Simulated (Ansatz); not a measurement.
## MgCd₃O₄: computed properties

These are results of Ansatz 0.2.0, DFT PBE, scalar-relativistic, plane waves, PAW, not measurements.

Settings: cutoff 420 eV, Γ-centred mesh 12×12×4 on the computed 8-atom cell, Gaussian smearing of 0.10 eV; no spin polarisation.

The structure is relaxed at this level of theory with its symmetry kept, and needn't be the ground state of this composition.

Space group P4/mmm (No. 123), tetragonal, a = 3.308 Å, c = 9.330 Å. Mg has 2 O at 2.17 Å and 4 O at 2.34 Å; Cd on a site of symmetry 4/mmm is surrounded by 4 O at 2.34 Å and 2 O at 2.50 Å; Cd on a site of symmetry 4mm is surrounded by 6 O at 2.27–2.40 Å; O on a site of symmetry 4mm has 1 Mg at 2.17 Å, 4 Cd at 2.34 Å and 1 Cd at 2.50 Å; around O on a site of symmetry 4/mmm lie 2 Cd at 2.27 Å and 4 Mg at 2.34 Å; around O on a second site of symmetry 4/mmm lie 6 Cd at 2.34–2.40 Å.

| Property | Result |
| --- | --- |
| Volume per atom | 12.76 Å³ |
| Formation energy from the elements' standard states (uncorrected) | -1.361 eV/atom |
| Kohn–Sham band gap | zero, with almost no states at the Fermi level |
| Density of states at the Fermi level | 0.0 states/eV per cell |
| Orbital (Löwdin) character within 0.5 eV of the Fermi level | O 2p 84 %, Cd 4d 13 % |
| Bader charge by site (e) | Mg (1 in the cell) 1.72, Cd (1 in the cell) 1.17, Cd (2 in the cell) 1.17, O (2 in the cell) -1.27, O (1 in the cell) -1.50, O (1 in the cell) -1.17 |

Another cell of MgCd3O4 relaxed alike, in Cmmm, lies 13 meV/atom lower, so this cell isn't the stable form at this level.

The cell was found from a structure generator's guess, not taken from experiment. Löwdin shares on free-atom orbitals overweight diffuse shells.
